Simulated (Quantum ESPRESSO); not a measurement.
**Band energies of AgCl**

```
AgCl
1.0
    1.83048    -5.30748     0.00000
    1.83048     5.30748     0.00000
    0.00000     0.00000     3.77420
Cl Ag
2 2
Direct
  0.86341   0.13659   0.25000
  0.13659   0.86341   0.75000
  0.39968   0.60032   0.75000
  0.60032   0.39968   0.25000
```

LDA (pw.x of Quantum ESPRESSO, ONCV potentials, without SOC); path ΓXSRAZΓYX1A1TY,ZT; energies in eV from the valence-band maximum.

```
k (1/Å)  point  band 22  band 23  band 24  band 25  band 26  band 27  band 28  band 29
-------  -----  -------  -------  -------  -------  -------  -------  -------  -------
0.00         Γ    -2.62    -2.44    -2.05    -1.73    -1.56     0.28     2.95     7.95
0.43              -2.18    -2.13    -1.48    -1.45    -0.80     2.25     3.97     5.35
0.85              -2.21    -1.42    -0.91    -0.13     0.00     2.61     5.25     5.28
0.96         X    -2.24    -1.34    -0.79    -0.14    -0.08     2.43     5.42     5.82
1.27         S    -2.22    -1.44    -1.18    -0.10    -0.02     2.78     5.12     5.47
1.48              -2.27    -1.51    -1.36    -0.46    -0.24     2.92     4.86     6.04
1.90              -2.35    -2.17    -1.90    -1.79    -1.21     2.83     2.91     6.39
2.11         R    -2.40    -2.32    -2.32    -1.65    -1.65     2.68     2.68     7.12
2.42         A    -2.46    -2.13    -2.13    -1.49    -1.49     2.83     2.83     6.91
2.53              -2.42    -2.31    -2.31    -1.65    -1.65     2.69     2.69     7.23
2.95              -2.49    -2.10    -2.10    -0.87    -0.87     3.39     3.39     7.59
3.38         Z    -2.64    -1.42    -1.42    -0.12    -0.12     4.35     4.35     6.50
3.48              -2.60    -1.44    -1.43    -0.23    -0.15     3.79     4.93     6.04
3.90              -2.49    -1.89    -1.67    -1.46    -1.25     1.50     3.86     7.35
4.21         Γ    -2.62    -2.44    -2.05    -1.73    -1.56     0.28     2.95     7.95
4.41              -2.71    -2.64    -1.68    -1.66    -1.61     0.70     3.06     7.61
4.80         Y    -2.80    -2.18    -1.84    -1.79    -1.48     2.05     3.91     6.02
5.34              -2.34    -1.43    -0.69    -0.67    -0.52     2.42     5.13     6.55
5.56        X1    -2.24    -1.34    -0.79    -0.14    -0.08     2.43     5.42     5.82
5.74              -2.29    -1.48    -0.87    -0.43    -0.24     2.67     5.47     5.86
6.21              -2.37    -2.27    -2.00    -1.49    -1.12     3.01     3.02     6.03
6.39        A1    -2.46    -2.13    -2.13    -1.49    -1.49     2.83     2.83     6.91
6.58              -2.38    -1.70    -1.70    -1.16    -1.16     3.41     3.41     6.09
7.05              -2.11    -0.83    -0.83    -0.26    -0.26     3.37     3.37     6.90
7.15         T    -2.10    -0.83    -0.83    -0.17    -0.17     3.26     3.26     7.23
7.40              -1.99    -1.18    -0.71    -0.65    -0.46     2.75     4.31     6.46
7.81              -2.31    -2.17    -1.66    -1.48    -1.47     2.17     4.10     6.06
7.98         Y    -2.80    -2.18    -1.84    -1.79    -1.48     2.05     3.91     6.02
7.98         Z    -2.64    -1.42    -1.42    -0.12    -0.12     4.35     4.35     6.50
8.08              -2.65    -1.40    -1.40    -0.12    -0.12     4.28     4.28     6.58
8.57         T    -2.10    -0.83    -0.83    -0.17    -0.17     3.26     3.26     7.23
```

The LDA gap is indirect, 0.28 eV, from 89 % of the way from Γ to X to Γ; the smallest direct gap is 1.84 eV.

Spin-orbit splittings are left out.

Geometry relaxed with LDA.

This is not the ordinary phase of the substance; no match was found in the copy of COD used, and its stability was not checked.

Letters of k points follow the standard setting of the lattice, whose axes may be ordered differently from the printed cell.
